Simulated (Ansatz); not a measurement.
# Al3AsPd2, a known structure type with other elements, at an estimated volume

```
CELL_PARAMETERS angstrom
5.27891 0.00000 0.00000
-2.63945 4.57167 0.00000
0.00000 0.00000 4.07907
ATOMIC_POSITIONS crystal
Al 0.50000 0.00000 0.50000
Al 0.50000 0.50000 0.50000
Al 0.00000 0.50000 0.50000
As 0.00000 0.00000 0.00000
Pd 0.33330 0.66670 0.00000
Pd 0.66660 0.33330 0.00000
```

Method: r2SCAN, no spin polarisation; PAW, plane waves to 500 eV, 7×7×8 Γ-centred mesh, fermi-dirac occupations (width 0.1 eV) (Ansatz 0.2.0), atoms fixed.

**Formation energy.** -0.20 eV an atom against the elements' usual phases (free molecules for gases, crystals otherwise, with no correction for O₂ or N₂), so it is bound against them; other compounds may still compete. Relaxing would lower it.
**Forces.** The forces vanish by the symmetry of the sites.
**Electronic structure.** It is a metal, with about 1.2 states/eV a cell as the mean within 0.25 eV of the Fermi level, mostly Al p (49 %), Pd d (18 %) and As p (14 %).
**Charges.** Bader charges in e: Al +1.49, As -0.18, Pd -2.15. In the mean Al gives up most and Pd takes most.
**Stress.** The pressure is 4.8 GPa (compression positive), so with the atoms held at these fractions the cell would first expand. The principal stresses 2.8, 5.8, 5.8 GPa differ, so its shape would change too.

Origin: a known structure type with other elements, at an estimated volume, so it need not be a known compound.
